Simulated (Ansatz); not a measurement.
The elements of this relaxed trial crystal are hidden behind letters.

```
lattice vectors (Å)
   1.8768   -2.8708    0.0000
   1.8768    2.8708    0.0000
   0.0000    0.0000    9.6883
fractional positions
X 0.5000 0.5000 0.7709
X 0.0000 0.0000 0.5000
X 0.5000 0.5000 0.2291
Z 0.0000 0.0000 0.0000
```

Method: DFT PBE, scalar-relativistic, plane waves, PAW in Ansatz. Plane waves to 420 eV, a 16×16×6 mesh through Γ for the 4-atom cell and 0.10 eV Gaussian smearing; no spin polarisation.

* Space group: Cmmm (No. 65)
* Conventional cell: a = 3.754 Å, b = 5.742 Å, c = 9.688 Å
* Volume per atom: 26.10 Å³
* Density: 7.07 g/cm³
* Energy over the elements: +0.23 eV/atom
* Gap on the 16×16×6 mesh of the 4-atom cell: 0 eV (a metal)

Energies are uncorrected and count from the elements' standard states at the same level.

Question: X is a p-block element of period 5 and Z is a p-block element of period 4. Which elements are they?

Answer: X = Sb, Z = Se, so the formula is Sb3Se. Density times volume gives a mean mass of 7.07 × 26.10/1.6605 = 111.1 u per atom, and this set has 111.1 u. Sb on a site of symmetry mm2 is surrounded by 2 Se at 2.91 Å, 2 Sb at 3.23 Å, 4 Sb at 3.43 Å, 2 Se at 3.63 Å and 4 Sb at 3.75–3.89 Å; around Sb on a site of symmetry mmm lie 4 Sb at 3.23 Å, 4 Sb at 3.43 Å and 6 Sb at 3.75–3.89 Å; Se is surrounded by 4 Sb at 2.91 Å, 4 Se at 3.43 Å, 4 Sb at 3.63 Å and 2 Se at 3.75 Å. Other sets within the hints have nearly the same mass, so mass alone doesn't settle it; this one was computed.

Spin–orbit coupling, which can matter for Sb, is left out. An odd number of electrons in the primitive cell allows no gap without spin; a larger cell or a magnetic state could open one. The cell is a metal run without spin; a magnetic state may lie lower. Symmetry constrained the relaxation, so the result can be a saddle point. Another cell of Sb3Se relaxed alike, in Im-3m, lies 221 meV/atom lower, so this cell isn't the stable form at this level.
